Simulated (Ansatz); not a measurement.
Consider the following.

CuNi3N:
```xyz
5
Lattice="3.7009 0.0000 0.0000 0.0000 3.7009 0.0000 0.0000 0.0000 3.7009" Properties=species:S:1:pos:R:3 pbc="T T T"
Cu     0.0000     0.0000     0.0000
Ni     0.0000     1.8505     1.8505
Ni     1.8505     0.0000     1.8505
Ni     1.8505     1.8505     0.0000
N      1.8505     1.8505     1.8505
```
The run is spin-polarised; directions of the spins, atom by atom: 0 ↑ ↑ ↑ 0.

This is the r²SCAN-relaxed structure.

Task: All from plane-wave PAW r²SCAN (Ansatz code), unless another level is named. Estimate the Hill bulk and shear moduli.

Result: 218 and 75.0 GPa.

Task: Predict the elastic constants (relaxed ions, GPa).

Result: C11 = 380, C12 = 137, C44 = 53.7.

Space group Pm-3m (anti-perovskite). The first step of the workflow began from a Materials Project structure, measured or hypothetical; the Crystallography Open Database copy checked does not list it. Whether it is the stable phase at ambient conditions was not checked. Symmetry was held in the r²SCAN relaxation; whether a distortion lowers the energy is not shown. Magnetic state: ferromagnetic, the only order run, not a proven ground state. Other orbital occupations within this spin state were not tried. No Hubbard U is applied. As this level gives no gap, shear constants depend on the k-mesh and smearing (Fermi–Dirac, 0.1 eV here).

Potentials: the later of the program's two PAW sets.
